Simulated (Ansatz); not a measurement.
A plane-wave DFT run in Ansatz 0.2.0 (scalar-relativistic PAW potentials unless the input names others): input and command.

```yaml
crystal:
  lattice:
    - [-1.5825944266, 1.5825944266, 1.5825944266]
    - [1.5825944266, -1.5825944266, 1.5825944266]
    - [1.5825944266, 1.5825944266, -1.5825944266]
  atoms:
    - { symbol: Ti, position: [0.0, 0.0, 0.0] }
basis:
  ecutwfc: 420
kpoints:
  mp_grid: { grid: [18, 18, 18] }
hamiltonian:
  xc: lda
scf:
  occupations: { method: gaussian, width: 0.1 }
  max_iter: 60
output:
  forces: true
  eigenvalues: true
  stress: true
total_charge: -4
```

```bash
ansatz run input.yaml --threads 1 --pin off --max-ram 3072MiB --backend cpu --events-out ev --progress --plain --runs-dir out
```

Abridged log:
```
Basis set: ecut = 420 eV, 321 PW (Γ)
Bands: 12, of which v1, the nominal top of the filled ones, is band 8 counted from 1 (7 counted from 0)
Symmetry: 48 space group operations
k-points: 195 of 5832
SCF iter   1: F=—  HF=-2435.760001 eV  |F-HF|=—  |Δ(HF+E_count)|=         —  Δρ=9.61e-1  dr2=1.30e2  ethr=1.77e-3  ⟨swp⟩=4.0  Hψ=10822  notcnv=0
SCF iter   2: F=—  HF=-2386.620885 eV  |F-HF|=—  |Δ(HF+E_count)|=    4.91e1  Δρ=2.39e-1  dr2=8.34e0  ethr=1.77e-3  ⟨swp⟩=5.5  Hψ=10638  notcnv=0  defer=35
SCF iter   3: F=—  HF=-2384.635695 eV  |F-HF|=—  |Δ(HF+E_count)|=    1.99e0  Δρ=6.62e-2  dr2=4.73e-1  ethr=1.77e-3  ⟨swp⟩=4.5  Hψ=8343  notcnv=0  defer=16
SCF iter   4: F=—  HF=-2385.388188 eV  |F-HF|=—  |Δ(HF+E_count)|=   7.52e-1  Δρ=6.79e-2  dr2=6.90e-1  ethr=1.77e-3  ⟨swp⟩=3.6  Hψ=6604  notcnv=0  defer=20
SCF iter   5: F=—  HF=-2385.216452 eV  |F-HF|=—  |Δ(HF+E_count)|=   1.72e-1  Δρ=1.18e-2  dr2=2.08e-2  ethr=1.77e-3  ⟨swp⟩=3.1  Hψ=4980  notcnv=0  defer=20
SCF iter   6: F=—  HF=-2385.212208 eV  |F-HF|=—  |Δ(HF+E_count)|=   4.24e-3  Δρ=8.27e-4  dr2=5.24e-5  ethr=1.30e-4  ⟨swp⟩=2.6  Hψ=5184  notcnv=0  defer=19
SCF iter   7: F=—  HF=-2385.212295 eV  |F-HF|=—  |Δ(HF+E_count)|=   8.77e-5  Δρ=8.60e-4  dr2=9.53e-5  ethr=3.27e-7  ⟨swp⟩=2.1  Hψ=3855  notcnv=0  defer=19
SCF iter   8: F=—  HF=-2385.212264 eV  |F-HF|=—  |Δ(HF+E_count)|=   3.12e-5  Δρ=1.23e-4  dr2=1.97e-6  ethr=3.27e-7  ⟨swp⟩=2.1  Hψ=3531  notcnv=0  defer=18
SCF iter   9: F=-2385.212264 eV  HF=-2385.212264 eV  |F-HF|=4.47e-10  |Δ(HF+E_count)|=   6.71e-7  Δρ=2.30e-6  dr2=3.44e-10  ethr=6.25e-10  ⟨swp⟩=4.3  Hψ=12916  notcnv=0
SCF 1 converged in 9 iterations: F = -2385.212264 eV  dr2 = 3.44e-10
SCF converged after 9 iterations
Free energy (F): -2385.212264 eV
Harris-Foulkes:  -2385.212264 eV  (|F-HF|=4.47e-10)
Internal energy: -2385.206216 eV  (E = F + TS)
E sigma→0 (E₀):  -2385.209240 eV
Entropy (-TS):   -0.006047 eV (-6.047 meV/atom)
Fermi energy:    18.864539 eV
--- Forces (eV/Å), atoms counted from 1 ---
  atom   1  Ti     0.00000000     0.00000000     0.00000000
--- Stress (GPa, compression-positive) ---
     -277.401945       0.000000       0.000000
        0.000000    -277.401945       0.000000
        0.000000       0.000000    -277.401945
  P = ⅓ Tr σ = -277.4019 GPa (-2774.019 kbar)
```

Find the fault.

The fault is a net charge on a solid that should be neutral, 4 electrons a cell too many, offset by a uniform background, so that energy and pressure hang on that convention (total_charge: not typed → -4, the first being the value of the sound run). Setting it back cures it. The run converged all the same, with a total energy on another zero, pressure -277.40 GPa (with the neutralising background of the charged cell), largest force 0.000 eV/Å, no gap on the mesh, so convergence alone doesn't show that an input is right. A reference run on usual settings, whose relaxation ended at this geometry, converged, and the end of its own relaxation has pressure 0.00 GPa, largest force 0.000 eV/Å, no gap on the mesh.

It took 1.2 s on 1 thread of AMD EPYC 9R45 96-Core Processor (Zen 5), with other jobs on the host, peak memory 0.37 GiB.